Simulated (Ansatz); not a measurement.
CoAs$_{3}$:
```xyz
16
Lattice="-4.0754 4.0754 4.0754 4.0754 -4.0754 4.0754 4.0754 4.0754 -4.0754" Properties=species:S:1:pos:R:3 pbc="T T T"
Co    -2.0377     2.0377     2.0377
Co     2.0377    -2.0377     2.0377
Co     2.0377     2.0377     2.0377
Co     2.0377     2.0377    -2.0377
As     0.0000     1.2414     2.7784
As     4.0754     2.8340     1.2970
As     4.0754     2.8340    -1.2970
As     0.0000     1.2414     5.3724
As     2.7784     0.0000     1.2414
As     1.2970     4.0754     2.8340
As    -1.2970     4.0754     2.8340
As     5.3724     0.0000     1.2414
As     1.2414     2.7784     0.0000
As     2.8340     1.2970     4.0754
As     2.8340    -1.2970     4.0754
As     1.2414     5.3724     0.0000
```

Relaxed with PBEsol. Special points in fractions of this cell's reciprocal vectors: Γ (0.000, 0.000, 0.000); H (0.500, -0.500, 0.500); N (0.000, 0.000, 0.500); P (0.250, 0.250, 0.250).

Q: List the band energies nearest the Fermi level at these points for PBEsol (plane waves, PAW; program Ansatz).

A: In eV from the Fermi level; about four levels below and three above (degenerate sets whole), none deeper than 8.9 eV; points with the same levels are listed once.

```tsv
k	below	above
Γ	-1.59 -1.59 -1.30 -1.30 -1.07	0.03 0.03 0.03
H	-1.89 -1.73 -1.73 -1.73	0.33 0.33 0.33
N	-1.32 -1.17 -1.17 -1.09	0.45 0.60 1.02 1.02
P	-1.17 -1.17 -1.17 -0.90	0.50 1.14 1.14 1.14
```

Space group Im-3. The workflow started from a Materials Project entry (that database holds measured and hypothetical structures alike); the Crystallography Open Database files this formula in space group No. 204, but the cells were not matched. Whether it is the stable phase at ambient conditions was not checked. The PBEsol relaxation kept the symmetry of its start; whether a distortion lowers the energy is not shown. The run is not spin-polarised. The Fermi level of a semimetal is unsure by some 0.05 eV on such meshes. Spin–orbit coupling is left out wherever it is not named.

Potentials: the later of the program's two PAW sets.
